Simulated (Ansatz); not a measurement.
The elements of this relaxed trial crystal are hidden behind letters.

```
lattice vectors (Å)
   5.6740    0.0000    0.0000
  -2.8370    4.9138    0.0000
   0.0000    0.0000    3.4317
fractional positions
X 0.0000 0.0000 0.0000
Z 0.3333 0.6667 0.5000
Z 0.6667 0.3333 0.5000
```

Method: DFT PBE, scalar-relativistic, plane waves, PAW (Ansatz 0.2.0). Settings of the last relaxation (3-atom cell): 420 eV, 12×12×14 k points, Gaussian smearing of 0.10 eV, collinear spin.

| Property | Result |
| --- | --- |
| Space group | P6/mmm (No. 191) |
| Conventional cell | a = 5.674 Å, c = 3.432 Å |
| Volume per atom | 31.89 Å³ |
| Density | 3.08 g/cm³ |
| Formation energy | +0.40 eV/atom |
| Gap on the 12×12×14 mesh of the 3-atom cell | 0 eV (a metal) |
| Net moment per atom | 0.45 μB |

Energies are uncorrected and count from the elements' standard states at the same level.

Question: X is an s-block element of period 5 and Z is a d-block element of period 4. Which elements are they?

Answer: X = Sr, Z = Sc, so the formula is SrSc2. Density times volume gives a mean mass of 3.08 × 31.89/1.6605 = 59.2 u per atom, and this set has 59.2 u. Among the elements that the hints allow, only these give it. Sr is surrounded by 2 Sr at 3.43 Å and 12 Sc at 3.70 Å; around Sc lie 5 Sc at 3.28–3.43 Å and 6 Sr at 3.70 Å.

The magnetic state reached may not be the lowest. Symmetry constrained the relaxation, so the result can be a saddle point.
